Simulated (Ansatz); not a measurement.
CoGe$_{2}$ in space group P6/mmm (No. 191; Co on 1a, Ge on 2d) at seven volumes, PBEsol in the plane-wave PAW code Ansatz, shape and atoms relaxed at each. One row is withheld.

```
V (Å³/atom)  P (GPa)
-----------  -------
13.485         12.17
13.929             ?
14.374          3.47
14.818          0.00
15.263         -2.99
15.708         -5.55
16.152         -7.63
```

Fit the shown pressures and predict the withheld one.

Third-order Birch–Murnaghan: P = (3/2)B₀(x^(7/2) − x^(5/2))[1 + (3/4)(B′ − 4)(x − 1)] with x = (V₀/V)^(2/3). Least squares on the six rows gives V₀ = 14.817 Å³/atom, B₀ = 106.3 GPa, B′ = 4.15. At V = 13.929, x = 1.0421 and P = 7.47 GPa. The run itself gave 7.52 GPa.

The cell is a constructed one: a structure type filled with these elements; neither database checked (COD, Materials Project) lists it. Its standing as an ambient phase is unchecked. The cell was relaxed with PBEsol under the symmetry of its start; its stability against distortions is not shown here. The final state is ferromagnetic, chosen from 5 collinear starts compared on coarse meshes (ties went to the first, and starts can fall back to one state), not a proven ground state.

Potentials: the earlier of the program's two PAW sets. The files were generated under PBE; for other functionals the program regenerates the frozen cores, and for LDA and PBEsol the local potential too.
